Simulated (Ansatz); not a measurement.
Ti₃O₅:
Space group Cmcm (No. 63); a = 3.757 Å, b = 9.821 Å, c = 10.008 Å, α = β = γ = 90.00°

```
atom  site  symmetry       x       y       z
----  ----  --------  ------  ------  ------
Ti      4c       m2m  0.0000  0.3003  0.2500
Ti      8f       m..  0.0000  0.6294  0.0579
O       4c       m2m  0.0000  0.7279  0.2500
O       8f       m..  0.0000  0.4474  0.1226
O       8f       m..  0.0000  0.1827  0.0674
```
(The calculation used a cell of 16 atoms; values per cell refer to that cell.)
The run is spin-polarised.

Relaxed at zero pressure with r²SCAN (plane waves, PAW; program Ansatz).

Problem. The volume is lowered by 6 % and shape and atoms relax at that volume. What pressure results, and how do the axes share the change?

Solution. 13.2 GPa; a -0.7 %, b -3.0 %, c -2.4 %; the energy rises by 27 meV/atom.

Problem. Give the new structure.

Solution. 
Space group Cmcm (No. 63); a = 3.732 Å, b = 9.523 Å, c = 9.767 Å, α = 90.00°, β = 90.00°, γ = 90.00°

```
atom  site  symmetry       x       y       z
----  ----  --------  ------  ------  ------
Ti      4c       m2m  0.0000  0.2965  0.2500
Ti      8f       m..  0.0000  0.6312  0.0574
O       4c       m2m  0.0000  0.7296  0.2500
O       8f       m..  0.0000  0.4477  0.1248
O       8f       m..  0.0000  0.1788  0.0662
```

The phase is kept; no other phase was compared at this pressure.

The first step of the workflow began from a Materials Project structure, measured or hypothetical; the Crystallography Open Database files this formula in space group No. 63, but the cells were not matched. Its standing as an ambient phase is unchecked. The r²SCAN relaxation kept the symmetry of its start; whether a distortion lowers the energy is not shown. The final state is ferromagnetic, chosen from 3 collinear starts compared on coarse meshes (ties went to the first, and starts can fall back to one state), not a proven ground state. Other orbital occupations within this spin state were not tried. No Hubbard U is applied.

Potentials: the later of the program's two PAW sets.
